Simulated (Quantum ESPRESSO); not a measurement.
Band energies of Rb2SiF6

```
CELL_PARAMETERS angstrom
      0.00000     4.17664     4.17664
      4.17664     0.00000     4.17664
      4.17664     4.17664     0.00000
ATOMIC_POSITIONS crystal
  F  0.79623 0.20377 0.79623
  F  0.20377 0.79623 0.20377
  F  0.79623 0.20377 0.20377
  F  0.20377 0.79623 0.79623
  F  0.79623 0.79623 0.20377
  F  0.20377 0.20377 0.79623
  Si 0.00000 0.00000 0.00000
  Rb 0.75000 0.75000 0.75000
  Rb 0.25000 0.25000 0.25000
```

norm-conserving PBEsol (Quantum ESPRESSO, 84 Ry, without SOC); path ΓXWKΓLUWLK,UX; energies in eV from the valence-band maximum.

```csv
k (1/Å),point,band 28,band 29,band 30,band 31,band 32,band 33,band 34,band 35
0.00,Γ,-0.67,-0.67,0.00,0.00,0.00,7.39,9.91,9.91
0.38,,-0.71,-0.71,-0.08,-0.08,-0.01,8.30,10.28,10.33
0.75,X,-0.74,-0.74,-0.16,-0.16,-0.01,9.82,10.02,10.68
0.75,W,-0.86,-0.76,-0.16,-0.08,-0.08,10.12,10.39,10.39
1.02,K,-0.85,-0.73,-0.14,-0.13,-0.05,10.03,10.18,10.46
1.42,,-0.75,-0.69,-0.06,-0.06,-0.04,8.40,10.31,10.62
1.82,Γ,-0.67,-0.67,0.00,0.00,0.00,7.39,9.91,9.91
2.14,,-0.69,-0.69,-0.04,-0.04,-0.03,8.09,10.34,10.34
2.47,L,-0.70,-0.70,-0.09,-0.09,-0.07,9.45,9.63,11.11
2.70,,-0.79,-0.72,-0.11,-0.10,-0.07,9.65,9.86,10.81
2.93,U,-0.85,-0.73,-0.14,-0.13,-0.05,10.03,10.18,10.46
2.93,W,-0.86,-0.76,-0.16,-0.08,-0.08,10.12,10.39,10.39
3.19,,-0.81,-0.73,-0.12,-0.08,-0.07,9.71,9.93,10.74
3.46,L,-0.70,-0.70,-0.09,-0.09,-0.07,9.45,9.63,11.11
3.69,,-0.79,-0.72,-0.11,-0.10,-0.07,9.65,9.86,10.81
3.92,K,-0.85,-0.73,-0.14,-0.13,-0.05,10.03,10.18,10.46
3.92,U,-0.85,-0.73,-0.14,-0.13,-0.05,10.03,10.18,10.46
4.19,X,-0.74,-0.74,-0.16,-0.16,-0.01,9.82,10.02,10.68
```

The PBEsol gap is direct, 7.39 eV at Γ. Another valence extremum on the path lies within 0.02 eV, too close to call.

Geometry of the Materials Project entry, not relaxed at this level.

The structure is a Materials Project entry; no match was found in the copy of COD used, and its stability was not checked.
